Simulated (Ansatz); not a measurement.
Elastic constants of BN (P6_3/mmc) under pressure

```xyz
4
Lattice="2.5009 0.0000 0.0000 -1.2505 2.1659 0.0000 0.0000 0.0000 6.8721" Properties=species:S:1:pos:R:3 pbc="T T T"
B     0.0000    1.4439    1.7180
B     1.2505    0.7220    5.1540
N     0.0000    1.4439    5.1540
N     1.2505    0.7220    1.7180
```

This is the zero-pressure cell. At each pressure cell and atoms are relaxed in this structure, and the constants are slopes of the stress at strains of ±0.005 with relaxed ions (the coefficients that govern stability under load). Level: r²SCAN, PAW on Ansatz 0.2.0's default frozen-core files (fitted under PBE), scalar-relativistic; k mesh 10×10×4, strains of ±0.005, fixed occupations, cutoff 500 eV. P is the pressure of the relaxed cell, less that of this one.

```
P (GPa)    V/V₀  C11 (GPa)  C12 (GPa)  C13 (GPa)  C33 (GPa)  C44 (GPa)
   0.00  1.0000      882.6      191.0        0.5       20.9        3.8
   1.00  0.9629      919.2      201.4        1.8       33.0        5.3
   2.02       ?          ?          ?          ?          ?          ?
   4.01  0.8994      991.0      223.9        6.2       62.9        9.2
   7.02  0.8608     1042.1      241.9       11.5       87.9       13.0
  10.02  0.8323     1084.0      257.9       17.1      109.7       16.7
  15.00  0.7959     1143.1      282.0       27.3      142.4       23.0
```

Q: Does the bulk modulus from the constants agree with the pressure-volume curve?

A: A third-order Birch-Murnaghan fit to the volumes shown (F against f, f = [(V₀/V)^(2/3) − 1]/2) gives B₀ = 21.6 GPa and B′ = 11.6. Its −V dP/dV stands beside the Reuss value 1/ΣS_ij (i, j ≤ 3):

```
P (GPa)  from P(V)  from the constants
   0.00       21.6                20.1
   1.00       32.1                31.3
   4.01       57.4                58.1
   7.02       79.0                79.6
  10.02       98.9                98.2
  15.00      130.8               125.9
```

Q: What are the pressure derivatives at zero pressure?

A: Slopes at V₀ of quadratic fits in −ln(V/V₀) through the first four rows shown, divided by B₀: dC11/dP = 42.9, dC12/dP = 11.4, dC13/dP = 0.6, dC33/dP = 12.8, dC44/dP = 1.3. The mean slopes up to 4.0 GPa are 27.0, 8.2, 1.4, 10.5, 1.4; curvature and scatter of the constants part the two.

Q: Fill the row at 2.02 GPa.

A: Cubic fits in −ln(V/V₀) through all rows shown give C11 = 947.1, C12 = 209.8, C13 = 3.1, C33 = 43.8, C44 = 6.6 GPa. Computed: V/V₀ = 0.9361, C11 (GPa) = 947.8, C12 (GPa) = 209.9, C13 (GPa) = 3.1, C33 (GPa) = 44.0, C44 (GPa) = 6.7.

Q: Does a shear stiffness soften?

A: C44 goes from 3.8 to 23.0 GPa; (C11 − C12)/2 goes from 345.8 to 430.5 GPa. Neither ends more than 3 % under its start, and the lattice stays mechanically stable over this range.

Keep in mind: no other phase was computed; many crystals of this kind change structure within this range, and rows or crossings beyond such a change describe a metastable lattice; frozen-core PAW files fitted under PBE, their cores solved anew for the functional of the run; no dispersion correction, so the spacing and stiffness between layers or molecules are poor; phonons weren't checked at these pressures.
